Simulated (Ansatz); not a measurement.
SnSe in space group Pnma (No. 62; Sn on 4c, Se on 4c), DFT-LDA in the program Ansatz with PAW potentials, all energies at zero smearing, with the estimated change up to a 700 eV cutoff added, with one set of potentials and settings (totals compare only within such a set). Cell of 8 atoms (4 Sn, 4 Se): -45054.894 eV.

```csv
element,reference phase,E (eV/atom)
Sn,"I4_1/amd, 2 atoms in the cell",-5879.5952
Se,"P3_121, 3 atoms in the cell",-5383.2666
```

Formation energy per atom, worked out: (-45054.894 − 4×(-5879.5952) − 4×(-5383.2666))/8 = -0.431 eV/atom (-42 kJ per mol of atoms), at 0 K, without zero-point energy or fitted corrections.

The cell was relaxed with LDA under the symmetry of its start. A crystal of weakly bound layers computed without a dispersion correction: the cell and the soft elastic constants depend strongly on that. The references are the lowest solids computed at this level, not always the standard phases. Spin–orbit coupling is left out wherever it is not named.

Potentials: the earlier of the program's two PAW sets. The files were generated under PBE; for other functionals the program regenerates the frozen cores, and for LDA and PBEsol the local potential too.
